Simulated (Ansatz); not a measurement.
Input:

Ti₃AlC₂:
```yaml
crystal:
  lattice:
    - [3.05064, 0.00000, 0.00000]
    - [-1.52532, 2.64193, 0.00000]
    - [0.00000, 0.00000, 18.49587]
  atoms:
    - { symbol: Ti, position: [0.66667, 0.33333, 0.37311] }
    - { symbol: Ti, position: [0.33333, 0.66667, 0.62689] }
    - { symbol: Ti, position: [0.33333, 0.66667, 0.87311] }
    - { symbol: Ti, position: [0.66667, 0.33333, 0.12689] }
    - { symbol: Ti, position: [0.00000, 0.00000, 0.50000] }
    - { symbol: Ti, position: [0.00000, 0.00000, 0.00000] }
    - { symbol: Al, position: [0.00000, 0.00000, 0.75000] }
    - { symbol: Al, position: [0.00000, 0.00000, 0.25000] }
    - { symbol: C, position: [0.33333, 0.66667, 0.43081] }
    - { symbol: C, position: [0.66667, 0.33333, 0.56919] }
    - { symbol: C, position: [0.66667, 0.33333, 0.93081] }
    - { symbol: C, position: [0.33333, 0.66667, 0.06919] }
```

This is the PBEsol-relaxed structure.

Question: All from plane-wave PAW PBEsol (Ansatz code), unless another level is named. Estimate the electronic character.

Answer: metallic (no gap).

Question: Next, the formation energy from the elements (no fitted shifts)?

Answer: -80 kJ/mol-atom.

Question: What about the density of states at the Fermi level?

Answer: 0.30 states/eV per atom (mean over ±0.08 eV).

Space group P6_3/mmc. The first step of the workflow began from a Materials Project structure, measured or hypothetical; the Crystallography Open Database files this formula in space group No. 194, but the cells were not matched. Whether it is the stable phase at ambient conditions was not checked. Symmetry was held in the PBEsol relaxation; whether a distortion lowers the energy is not shown. The run is not spin-polarised. The references are the lowest solids computed at this level, not always the standard phases.

Potentials: the earlier of the program's two PAW sets. The files were generated under PBE; for other functionals the program regenerates the frozen cores, and for LDA and PBEsol the local potential too.
